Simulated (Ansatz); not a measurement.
TiRh (L1₀ or tetragonal B2, P4/mmm) at seven volumes, DFT-r²SCAN in the program Ansatz with PAW potentials, shape and atoms relaxed at each. One row is withheld.

```
V (Å³/atom)  P (GPa)
-----------  -------
13.390         23.70
13.832         14.50
14.273          6.67
14.715          0.01
15.156             ?
15.597        -10.50
16.039        -14.60
```

Task: Fit the shown pressures and predict the withheld one.

Result: Third-order Birch–Murnaghan: P = (3/2)B₀(x^(7/2) − x^(5/2))[1 + (3/4)(B′ − 4)(x − 1)] with x = (V₀/V)^(2/3). Least squares on the six rows gives V₀ = 14.716 Å³/atom, B₀ = 204.5 GPa, B′ = 4.34. At V = 15.156, x = 0.9806 and P = -5.65 GPa. The run itself gave -5.67 GPa.

The workflow started from an entry of the Crystallography Open Database (COD). Whether it is the stable phase at ambient conditions was not checked. Symmetry was held in the r²SCAN relaxation; its stability against distortions is not shown here. The run is not spin-polarised.

Potentials: the later of the program's two PAW sets.
